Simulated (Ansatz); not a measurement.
Given:

NaF:
```yaml
crystal:
  lattice:
    - [3.94225, 0.00000, 0.00000]
    - [-1.97113, 3.41409, 0.00000]
    - [0.00000, 0.00000, 4.65564]
  atoms:
    - { symbol: Na, position: [0.33333, 0.66667, 0.75000] }
    - { symbol: F, position: [0.66667, 0.33333, 0.75000] }
    - { symbol: Na, position: [0.66667, 0.33333, 0.25000] }
    - { symbol: F, position: [0.33333, 0.66667, 0.25000] }
```

This is the PBE-relaxed structure.

Task: All from plane-wave PAW PBE (Ansatz code), unless another level is named. Estimate the hole effective mass.

Result: 1.2, 6.2, 6.2 mₑ (principal values).

Task: Give the electron effective mass.

Result: 0.62 mₑ (isotropic).

Task: And the band gap?

Result: 5.50 eV (direct).

Task: What about the valence-band maximum?

Result: at Γ.

Task: What about the weight of the valence-edge state by species (Voronoi cells)?

Result: F 97 %, Na 3 %.

Space group P6_3/mmc. The start of the workflow was typed in or built on a structure type; neither database checked (COD, Materials Project) lists it. It is not the phase usual at ambient conditions (space group No. 225). The PBE relaxation kept the symmetry of its start; whether a distortion lowers the energy is not shown.

Potentials: the later of the program's two PAW sets.
